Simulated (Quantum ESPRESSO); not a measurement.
BaF2 has the cubic space group Fm-3m (No. 225), the fluorite structure, Pearson symbol cF12. Conventional cell: a = 6.0890 Å, b = 6.0890 Å, c = 6.0890 Å, α = 90.00°, β = 90.00°, γ = 90.00°. F on 8c is surrounded by 4 Ba at 2.637 Å (tetrahedral). Ba on 4a is surrounded by 8 F at 2.637 Å (cubic). (Neighbours: up to the widest gap in distance over summed covalent radii, below 1.35, at either atom; cation-cation contacts left out.)
(The calculation used a cell of 3 atoms; values per cell refer to that cell.)

The PBEsol cell relaxed from Materials Project entry mp-1029 was given an isotropic strain of -0.7 % on all lattice vectors, and the atoms were relaxed again.

What does PBEsol (pw.x of Quantum ESPRESSO, ONCV potentials, no spin-orbit coupling) give for the electronic structure near the Fermi level?

The PBEsol gap is indirect, 6.94 eV, from 36 % of the way from K to Γ to Γ; the smallest direct gap is 7.08 eV.
